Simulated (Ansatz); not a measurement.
Here is the system:

Sb (A7 type, space group R-3m)

```
CELL_PARAMETERS angstrom
      2.16078     1.24753     3.67966
     -2.16078     1.24753     3.67966
      0.00000    -2.49506     3.67966
ATOMIC_POSITIONS crystal
  Sb 0.23639 0.23639 0.23639
  Sb 0.76361 0.76361 0.76361
```

In this cell atom 1 (Sb, nearest neighbour Sb at 2.932 Å; its periodic images, 4.3 Å or more away, move with it) is moved by s along Cartesian [111], unit vector (0.577, 0.577, 0.577); all other atoms and the cell stay fixed.

These are PBE-D3(BJ) (plane waves to 420 eV, PAW, scalar-relativistic; Ansatz, a first-principles code) values and carry that method's errors. k mesh 11×11×11 (Γ-centred), Fermi-Dirac smearing 0.05 eV. E stands for the smeared free energy. With partly filled bands, energies and forces of such displacements shift with the k mesh and the smearing. Sb was relaxed with its symmetry unable to fall. Spin-orbit coupling is left out, though Sb is heavy. The PAW data are Ansatz's earlier set. ΔE is measured from the undisplaced structure.

The scan covers s from -0.590 to 0.590 Å in 11 points.

Problem. Is the energy the same for displacements of ±0.590 Å, and if not, which side lies higher?

Solution. Not even: the negative side lies higher at ±0.590 Å. With its periodic images moving along, the atom's site symmetry in this cell is 3m.

Problem. What is the energy change at s = 0.590 Å?

Solution. 152 meV/cell.

Problem. What force acts on the atom along the line at s = -0.590 Å?

Solution. 4.12 eV/Å.

Problem. What is the force constant k = d²E/ds² of this move at s = 0?

Solution. 2.61 eV/Å².

(For displaced atoms, the force is minus the slope of the energy, and its curvature is a force constant, which sets phonon frequencies.)
